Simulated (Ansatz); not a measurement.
Input and output of a single-point calculation on PtSeTe as a Janus 1T monolayer (Ansatz 0.2.0, HSE06). The cell was relaxed with r2SCAN and then strained (in-plane biaxial -2.5 %), with the atoms relaxed again with r2SCAN; k points keep the names of the unstrained zone.

```yaml
crystal:
  lattice:
    - [3.7539409216, 0.0, 0.0]
    - [-1.8769704608, 3.2510082024, 0.0]
    - [0.0, 0.0, 30.294325408]
  atoms:
    - { symbol: Pt, position: [0.0, 0.0, 0.2984706943] }
    - { symbol: Se, position: [0.3333333333, 0.6666666667, 0.3429020949] }
    - { symbol: Te, position: [0.6666666667, 0.3333333333, 0.2498832342] }
  periodic: [true, true, false]
kpoints:
  mp_grid: { grid: [6, 6, 1] }
  band_path:
    path:
      - [0.0, 0.0, 0.0]
      - [0.5, 0.0, 0.0]
      - [0.3333333333, 0.3333333333, 0.0]
      - [0.2, 0.0, 0.0]
      - [0.257812, 0.257812, 0.0]
    npoints: 1
hamiltonian:
  xc: hse06
scf:
  occupations: { method: fixed }
  n_extra_bands: 4
output:
  forces: true
  stress: true
  eigenvalues: true
  write_density: true
  write_potential: true
  elf: true
  volumetric_format: npy
```

The output follows, shortened, with numbered blanks.
```
Functional definition: HSE06
Crystal: 3 atoms, lattice volume = 369.715 Å³
Basis set: ecut = 420 eV, 7265 PW (Γ)
Bands: 29, of which v1, the nominal top of the filled ones, is band 25 counted from 1 (24 counted from 0)
[1]
Exchange kernel: α = 0.2500, screened, ω = 0.2079 Å⁻¹, Wigner–Seitz truncation, v(0) = 1046.5619 eV·Å³, q-mesh 6×6×1
hybrid outer 1: dexx = +1.513e-2 eV, tail = 1.46e-4 eV
hybrid outer 2: dexx = +2.681e-6 eV, tail = 6.72e-8 eV, Δε = 3.01e-3 eV, ΔF = 3.53e-3 eV/Å
hybrid outer 3: dexx = +1.707e-9 eV, tail = 8.69e-10 eV, Δε = 1.21e-4 eV, ΔF = 4.47e-4 eV/Å
Free energy (F): -24981.291412 eV
[2]
--- Forces (eV/Å), atoms counted from 1 ---
[3]
--- 2D stress c σ (N/m, compression-positive) ---
        1.517823       0.000000       0.000000
        0.000000       1.517823       0.000000
        0.000000       0.000000       0.000000
  P = ½ c Tr σ = 1.5178 N/m
--- Band table (eV; the first three rows and the last of 7) ---
[4]
```

The rows of the band table are 0: (0, 0, 0) = Γ, 1: (0, 1/6, 0), 2: (0, 1/3, 0), 6: (1/3, 1/3, 0) = K.

Question: Give the withheld lines. They hold the forces, the Fermi energy and the band table, the symmetry found.

Answer:
```
[1]
Symmetry: 6 space group operations
Space group: P3m1 (ITA 156)
[2]
Fermi energy:    -5.327385 eV
[3]
  atom   1  Pt      0.00000      0.00000      0.03643
  atom   2  Se      0.00000      0.00000    -0.29616
  atom   3  Te      0.00000      0.00000      0.25974
[4]
  k-point 0: bands = […, -9.5928, -9.5928, -7.9952, -6.4133, -5.3274, -5.3274, -2.0501, -2.0501, -1.0971, -0.1785]
  k-point 1: bands = […, -9.9172, -9.7379, -8.4084, -6.3305, -5.9272, -5.5960, -3.6694, -2.4351, -0.5505, 0.3794]
  k-point 2: bands = […, -10.4858, -9.6009, -8.8273, -7.6627, -6.6946, -6.6257, -3.5173, -2.5571, -0.5886, 0.6171]
  k-point 6: bands = […, -9.7975, -9.7926, -9.3471, -8.4079, -7.4196, -7.2726, -4.0879, -3.1766, 0.1689, 1.9406]
```
The trailing digits, and the zero of the energies, depend on the potentials and thresholds.

HSE06 gives an indirect gap of 1.16 eV, from Γ to Γ–K (0.77 of the way from Γ); the least direct gap is 1.84 eV at Γ–M (0.40 of the way from Γ). Edges are sought over the mesh and the listed points. With the atoms held, the mean in-plane stress is +1.5 N/m (compression positive). The stress of a hybrid is loosely converged here. The largest force is 0.30 eV/Å.

Run as `ansatz run input.yaml --threads 4 --pin off --max-ram 5529MiB --backend cpu --events-out ev --progress --plain --runs-dir out`. It took 2.8 min on 4 threads of Arm Neoverse V2, on a shared host, load about 0.8 per core; peak host memory 3.6 GiB.

The calculation is spin-unpolarised, and the structure need not be a phase that has been made.

No spin-orbit coupling is included; it can move band edges with weight on the heavy atoms by tenths of an eV.

The meshes of the hybrids are coarse, so their gaps aren't converged to the digits shown.
